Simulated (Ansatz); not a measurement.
NaCl (rock salt, Fm-3m), r²SCAN in the plane-wave PAW code Ansatz. The conduction-band minimum lies at Γ, with 1 equivalent valley. Second derivatives d²E/dk² of the lowest band at one valley (eV·Å²), along Cartesian directions:

```csv
direction,d²E/dk²
[100],18.90
[010],18.90
[001],18.90
[110],18.90
[101],18.90
[011],18.90
```

Task: Find the principal effective masses, the density-of-states mass and the conductivity mass.

Result: Off-diagonal terms follow from H_xy = H[110] − (H_xx + H_yy)/2, and m*/mₑ = 7.620 eV·Å² over each eigenvalue: 0.40, 0.40, 0.40. One valley's DOS mass (m₁m₂m₃)^(1/3) = 0.40, conductivity mass 3/(Σ 1/mᵢ) = 0.40 mₑ.

Task: What effective density of states Nc follows at 300 K for parabolic valleys?

Result: Nc = 2.509e19 × 1 × (0.40)^(3/2) ≈ 6.3e18 cm⁻³.

Task: With the computed static dielectric constant 5.48 (mean of the diagonal), estimate a hydrogenic donor's binding energy and radius.

Result: E = 13.606 eV × 0.40/5.48² ≈ 180 meV; a = 0.529 Å × ε/m* ≈ 7.2 Å. Semilocal masses tend to be too small where the gap is.

Task: With ε∞ = 2.41 and ω_LO = 262 cm⁻¹, what Fröhlich coupling constant follows?

Result: α = (1/ε∞ − 1/ε0) √(m* × 13.606 eV/ħω_LO) = 3.0.

The r²SCAN relaxation kept the symmetry of its start; of distortions, only those at the zone centre were tested.

Potentials: the earlier of the program's two PAW sets.
